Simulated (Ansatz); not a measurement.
This is a relaxation of cell and atoms with the PAW code Ansatz on SnGe2O3 on the sites of NaPr2Se3 (No. 71); the level of theory is PBEsol. The start is a rough guess from atomic radii.

```yaml
crystal:
  lattice:
    - [-1.70825644, 2.41897521, 5.17607282]
    - [1.70825644, -2.41897521, 5.17607282]
    - [1.70825644, 2.41897521, -5.17607282]
  atoms:
    - { symbol: Sn, position: [0.0, 0.0, 0.0] }
    - { symbol: Ge, position: [0.66414426, 0.66414426, 0.0] }
    - { symbol: Ge, position: [0.33585574, 0.33585574, 0.0] }
    - { symbol: O, position: [0.5, 0.0, 0.5] }
    - { symbol: O, position: [0.16675615, 0.66675615, 0.5] }
    - { symbol: O, position: [0.83324385, 0.33324385, 0.5] }
kpoints:
  mp_grid: { grid: [8, 8, 8] }
hamiltonian:
  xc: pbesol
scf:
  occupations: { method: fermi_dirac, width: 0.03 }
relax:
  f_tol: 0.01
  cell: {}
  max_steps: 120
```

Of the 26 recorded frames of the trajectory, 22 are shown, each with fractional positions and then forces in eV/Å along x, y and z. Some frames, the last among them, repeat a geometry solved again on a basis re-selected at its cell; pressure is positive in compression.

Step 1: energy 0.0 meV/atom from step 1, largest force component 0.440 eV/Å, pressure -2.22 GPa; a = 5.963 Å, b = 5.963 Å, c = 5.963 Å, α = 146.71°, β = 132.14°, γ = 59.55°
```
Sn 0.0000 0.0000 0.0000     0.000   0.000   0.000
Ge 0.6641 0.6641 0.0000     0.000   0.000   0.384
Ge 0.3359 0.3359 0.0000     0.000   0.000  -0.384
O  0.5000 0.0000 0.5000     0.000   0.000   0.000
O  0.1668 0.6668 0.5000     0.000   0.000   0.440
O  0.8332 0.3332 0.5000     0.000   0.000  -0.440
```

Step 2: energy -12.7 meV/atom from step 1, largest force component 0.372 eV/Å, pressure +1.10 GPa; a = 5.886 Å, b = 5.886 Å, c = 5.886 Å, α = 146.45°, β = 131.92°, γ = 59.90°
```
Sn 0.0000 0.0000 0.0000     0.000   0.000   0.000
Ge 0.6676 0.6676 0.0000     0.000   0.000   0.145
Ge 0.3324 0.3324 0.0000     0.000   0.000  -0.145
O  0.5000 0.0000 0.5000     0.000   0.000   0.000
O  0.1715 0.6715 0.5000     0.000   0.000   0.372
O  0.8285 0.3285 0.5000     0.000   0.000  -0.372
```

Step 3: energy -20.3 meV/atom from step 1, largest force component 0.111 eV/Å, pressure +1.24 GPa; a = 5.886 Å, b = 5.886 Å, c = 5.886 Å, α = 146.51°, β = 131.93°, γ = 59.86°
```
Sn 0.0000 0.0000 0.0000     0.000   0.000   0.000
Ge 0.6702 0.6702 0.0000     0.000   0.000  -0.067
Ge 0.3298 0.3298 0.0000     0.000   0.000   0.067
O  0.5000 0.0000 0.5000     0.000   0.000   0.000
O  0.1801 0.6801 0.5000     0.000   0.000   0.111
O  0.8199 0.3199 0.5000     0.000   0.000  -0.111
```

Step 4: energy -23.2 meV/atom from step 1, largest force component 0.026 eV/Å, pressure +0.22 GPa; a = 5.952 Å, b = 5.952 Å, c = 5.952 Å, α = 147.19°, β = 132.49°, γ = 58.94°
```
Sn 0.0000 0.0000 0.0000     0.000   0.000   0.000
Ge 0.6695 0.6695 0.0000     0.000   0.000   0.026
Ge 0.3305 0.3305 0.0000     0.000   0.000  -0.026
O  0.5000 0.0000 0.5000     0.000   0.000   0.000
O  0.1853 0.6853 0.5000     0.000   0.000  -0.004
O  0.8147 0.3147 0.5000     0.000   0.000   0.004
```

Step 5: energy -24.0 meV/atom from step 1, largest force component 0.039 eV/Å, pressure -0.45 GPa; a = 6.026 Å, b = 6.026 Å, c = 6.026 Å, α = 148.00°, β = 133.15°, γ = 57.86°
```
Sn 0.0000 0.0000 0.0000     0.000   0.000   0.000
Ge 0.6708 0.6708 0.0000     0.000   0.000  -0.039
Ge 0.3292 0.3292 0.0000     0.000   0.000   0.039
O  0.5000 0.0000 0.5000     0.000   0.000   0.000
O  0.1872 0.6872 0.5000     0.000   0.000   0.001
O  0.8128 0.3128 0.5000     0.000   0.000  -0.001
```

Step 6: energy -24.7 meV/atom from step 1, largest force component 0.044 eV/Å, pressure -0.10 GPa; a = 6.062 Å, b = 6.062 Å, c = 6.062 Å, α = 148.54°, β = 133.66°, γ = 57.09°
```
Sn 0.0000 0.0000 0.0000     0.000   0.000   0.000
Ge 0.6702 0.6702 0.0000     0.000   0.000   0.044
Ge 0.3298 0.3298 0.0000     0.000   0.000  -0.044
O  0.5000 0.0000 0.5000     0.000   0.000   0.000
O  0.1891 0.6891 0.5000     0.000   0.000   0.006
O  0.8109 0.3109 0.5000     0.000   0.000  -0.006
```

Step 7: energy -25.2 meV/atom from step 1, largest force component 0.016 eV/Å, pressure +0.16 GPa; a = 6.105 Å, b = 6.105 Å, c = 6.105 Å, α = 149.03°, β = 134.26°, γ = 56.27°
```
Sn 0.0000 0.0000 0.0000     0.000   0.000   0.000
Ge 0.6709 0.6709 0.0000     0.000   0.000   0.016
Ge 0.3291 0.3291 0.0000     0.000   0.000  -0.016
O  0.5000 0.0000 0.5000     0.000   0.000   0.000
O  0.1911 0.6911 0.5000     0.000   0.000   0.015
O  0.8089 0.3089 0.5000     0.000   0.000  -0.015
```

**Question.** Estimate where the relaxation ends.

**Answer.** The middle of the trajectory is left out here.
Step 8: energy -26.7 meV/atom from step 1, largest force component 0.037 eV/Å, pressure +0.31 GPa; a = 6.293 Å, b = 6.293 Å, c = 6.293 Å, α = 150.89°, β = 136.65°, γ = 53.07°
```
Sn 0.0000 0.0000 0.0000     0.000   0.000   0.000
Ge 0.6727 0.6727 0.0000     0.000   0.000  -0.037
Ge 0.3273 0.3273 0.0000     0.000   0.000   0.037
O  0.5000 0.0000 0.5000     0.000   0.000   0.000
O  0.1991 0.6991 0.5000     0.000   0.000   0.009
O  0.8009 0.3009 0.5000     0.000   0.000  -0.009
```

Step 9 (rejected): energy -25.9 meV/atom from step 1, largest force component 0.076 eV/Å, pressure -0.77 GPa; a = 6.214 Å, b = 6.214 Å, c = 6.214 Å, α = 149.85°, β = 135.67°, γ = 54.54°
```
Sn 0.0000 0.0000 0.0000     0.000   0.000   0.000
Ge 0.6715 0.6715 0.0000     0.000   0.000   0.076
Ge 0.3285 0.3285 0.0000     0.000   0.000  -0.076
O  0.5000 0.0000 0.5000     0.000   0.000   0.000
O  0.1952 0.6952 0.5000     0.000   0.000   0.064
O  0.8048 0.3048 0.5000     0.000   0.000  -0.064
```

Step 10: energy -26.8 meV/atom from step 1, largest force component 0.017 eV/Å, pressure -0.03 GPa; a = 6.261 Å, b = 6.261 Å, c = 6.261 Å, α = 150.42°, β = 136.36°, γ = 53.60°
```
Sn 0.0000 0.0000 0.0000     0.000   0.000   0.000
Ge 0.6720 0.6720 0.0000     0.000   0.000   0.015
Ge 0.3280 0.3280 0.0000     0.000   0.000  -0.015
O  0.5000 0.0000 0.5000     0.000   0.000   0.000
O  0.1995 0.6995 0.5000     0.000   0.000  -0.017
O  0.8005 0.3005 0.5000     0.000   0.000   0.017
```

Step 11: energy -26.8 meV/atom from step 1, largest force component 0.011 eV/Å, pressure -0.08 GPa; a = 6.263 Å, b = 6.263 Å, c = 6.263 Å, α = 150.45°, β = 136.33°, γ = 53.61°
```
Sn 0.0000 0.0000 0.0000     0.000   0.000   0.000
Ge 0.6724 0.6724 0.0000     0.000   0.000  -0.011
Ge 0.3276 0.3276 0.0000     0.000   0.000   0.011
O  0.5000 0.0000 0.5000     0.000   0.000   0.000
O  0.1987 0.6987 0.5000     0.000   0.000   0.003
O  0.8013 0.3013 0.5000     0.000   0.000  -0.003
```

Step 16 (rejected): energy -28.9 meV/atom from step 1, largest force component 0.263 eV/Å, pressure -1.18 GPa; a = 6.424 Å, b = 6.424 Å, c = 6.424 Å, α = 151.44°, β = 138.21°, γ = 51.40°
```
Sn 0.0000 0.0000 0.0000     0.000   0.000   0.000
Ge 0.6721 0.6721 0.0000     0.000   0.000   0.263
Ge 0.3279 0.3279 0.0000     0.000   0.000  -0.263
O  0.5000 0.0000 0.5000     0.000   0.000   0.000
O  0.2019 0.7019 0.5000     0.000   0.000   0.089
O  0.7981 0.2981 0.5000     0.000   0.000  -0.089
```

Step 17: energy -30.6 meV/atom from step 1, largest force component 0.010 eV/Å, pressure +0.04 GPa; a = 6.379 Å, b = 6.379 Å, c = 6.379 Å, α = 151.28°, β = 137.75°, γ = 51.89°
```
Sn 0.0000 0.0000 0.0000     0.000   0.000   0.000
Ge 0.6734 0.6734 0.0000     0.000   0.000  -0.002
Ge 0.3266 0.3266 0.0000     0.000   0.000   0.002
O  0.5000 0.0000 0.5000     0.000   0.000   0.000
O  0.2022 0.7022 0.5000     0.000   0.000  -0.010
O  0.7978 0.2978 0.5000     0.000   0.000   0.010
```

Step 18: energy -30.6 meV/atom from step 1, largest force component 0.004 eV/Å, pressure +0.01 GPa; a = 6.399 Å, b = 6.399 Å, c = 6.399 Å, α = 151.38°, β = 138.02°, γ = 51.60°
```
Sn 0.0000 0.0000 0.0000     0.000   0.000   0.000
Ge 0.6737 0.6737 0.0000     0.000   0.000  -0.002
Ge 0.3263 0.3263 0.0000     0.000   0.000   0.002
O  0.5000 0.0000 0.5000     0.000   0.000   0.000
O  0.2024 0.7024 0.5000     0.000   0.000   0.004
O  0.7976 0.2976 0.5000     0.000   0.000  -0.004
```

Step 19: energy -31.2 meV/atom from step 1, largest force component 0.005 eV/Å, pressure +0.08 GPa; a = 6.399 Å, b = 6.399 Å, c = 6.399 Å, α = 151.38°, β = 138.02°, γ = 51.60°
```
Sn 0.0000 0.0000 0.0000     0.000   0.000   0.000
Ge 0.6737 0.6737 0.0000     0.000   0.000  -0.001
Ge 0.3263 0.3263 0.0000     0.000   0.000   0.001
O  0.5000 0.0000 0.5000     0.000   0.000   0.000
O  0.2024 0.7024 0.5000     0.000   0.000   0.005
O  0.7976 0.2976 0.5000     0.000   0.000  -0.005
```

Step 20: energy -31.3 meV/atom from step 1, largest force component 0.008 eV/Å, pressure +0.18 GPa; a = 6.447 Å, b = 6.447 Å, c = 6.447 Å, α = 151.69°, β = 138.59°, γ = 50.92°
```
Sn 0.0000 0.0000 0.0000     0.000   0.000   0.000
Ge 0.6742 0.6742 0.0000     0.000   0.000  -0.005
Ge 0.3258 0.3258 0.0000     0.000   0.000   0.005
O  0.5000 0.0000 0.5000     0.000   0.000   0.000
O  0.2038 0.7038 0.5000     0.000   0.000  -0.008
O  0.7962 0.2962 0.5000     0.000   0.000   0.008
```

Step 21 (rejected): energy -30.9 meV/atom from step 1, largest force component 0.009 eV/Å, pressure -0.44 GPa; a = 6.472 Å, b = 6.472 Å, c = 6.472 Å, α = 151.76°, β = 138.72°, γ = 50.77°
```
Sn 0.0000 0.0000 0.0000     0.000   0.000   0.000
Ge 0.6747 0.6747 0.0000     0.000   0.000  -0.009
Ge 0.3253 0.3253 0.0000     0.000   0.000   0.009
O  0.5000 0.0000 0.5000     0.000   0.000   0.000
O  0.2039 0.7039 0.5000     0.000   0.000   0.008
O  0.7961 0.2961 0.5000     0.000   0.000  -0.008
```

Step 22: energy -31.2 meV/atom from step 1, largest force component 0.005 eV/Å, pressure -0.01 GPa; a = 6.458 Å, b = 6.458 Å, c = 6.458 Å, α = 151.71°, β = 138.70°, γ = 50.82°
```
Sn 0.0000 0.0000 0.0000     0.000   0.000   0.000
Ge 0.6743 0.6743 0.0000     0.000   0.000   0.005
Ge 0.3257 0.3257 0.0000     0.000   0.000  -0.005
O  0.5000 0.0000 0.5000     0.000   0.000   0.000
O  0.2039 0.7039 0.5000     0.000   0.000   0.002
O  0.7961 0.2961 0.5000     0.000   0.000  -0.002
```

Step 23: energy -31.4 meV/atom from step 1, largest force component 0.005 eV/Å, pressure 0.00 GPa; a = 6.458 Å, b = 6.458 Å, c = 6.458 Å, α = 151.71°, β = 138.70°, γ = 50.82°
```
Sn 0.0000 0.0000 0.0000     0.000   0.000   0.000
Ge 0.6743 0.6743 0.0000     0.000   0.000   0.005
Ge 0.3257 0.3257 0.0000     0.000   0.000  -0.005
O  0.5000 0.0000 0.5000     0.000   0.000   0.000
O  0.2039 0.7039 0.5000     0.000   0.000   0.002
O  0.7961 0.2961 0.5000     0.000   0.000  -0.002
```

Step 24: energy -31.4 meV/atom from step 1, largest force component 0.024 eV/Å, pressure +0.02 GPa; a = 6.481 Å, b = 6.481 Å, c = 6.481 Å, α = 151.84°, β = 138.94°, γ = 50.53°
```
Sn 0.0000 0.0000 0.0000     0.000   0.000   0.000
Ge 0.6748 0.6748 0.0000     0.000   0.000  -0.024
Ge 0.3252 0.3252 0.0000     0.000   0.000   0.024
O  0.5000 0.0000 0.5000     0.000   0.000   0.000
O  0.2043 0.7043 0.5000     0.000   0.000   0.004
O  0.7957 0.2957 0.5000     0.000   0.000  -0.004
```

Step 25: energy -31.4 meV/atom from step 1, largest force component 0.002 eV/Å, pressure 0.00 GPa; a = 6.483 Å, b = 6.483 Å, c = 6.483 Å, α = 151.85°, β = 138.97°, γ = 50.50°
```
Sn 0.0000 0.0000 0.0000     0.000   0.000   0.000
Ge 0.6746 0.6746 0.0000     0.000   0.000   0.002
Ge 0.3254 0.3254 0.0000     0.000   0.000  -0.002
O  0.5000 0.0000 0.5000     0.000   0.000   0.000
O  0.2045 0.7045 0.5000     0.000   0.000   0.002
O  0.7955 0.2955 0.5000     0.000   0.000  -0.002
```

Step 26: energy -31.4 meV/atom from step 1, largest force component 0.002 eV/Å, pressure 0.00 GPa; a = 6.483 Å, b = 6.483 Å, c = 6.483 Å, α = 151.85°, β = 138.97°, γ = 50.50°
```
Sn 0.0000 0.0000 0.0000     0.000   0.000   0.000
Ge 0.6746 0.6746 0.0000     0.000   0.000   0.002
Ge 0.3254 0.3254 0.0000     0.000   0.000  -0.002
O  0.5000 0.0000 0.5000     0.000   0.000   0.000
O  0.2045 0.7045 0.5000     0.000   0.000   0.002
O  0.7955 0.2955 0.5000     0.000   0.000  -0.002
```

The walk took 22 steps, besides SCFs solved again on a fresh basis, and changed the volume by -1.8 %. The last SCF, on a fresh basis, lies 31.4 meV an atom below the first. At the end: it is orthorhombic, Immm (No. 71); conventional cell a = 3.153 Å, b = 4.544 Å, c = 11.726 Å, 14.00 Å³ an atom. Sn is surrounded by 2 O at 2.27 Å; Ge is surrounded by 6 O at 2.12–2.58 Å; O is surrounded by 2 Sn at 2.27 Å and 4 Ge at 2.58 Å; O is surrounded by 4 Ge at 2.12–2.30 Å.

Command: `ansatz run input.yaml --threads 2 --pin off --max-ram 2211MiB --backend cpu --events-out ev --progress --plain --runs-dir out`. It took 3.2 min on 2 threads of Intel(R) Xeon(R) Platinum 8488C (Sapphire Rapids) (shared host); peak host memory 0.61 GiB.

(Calculated; spin-unpolarised; the phase may be known or hypothetical.)
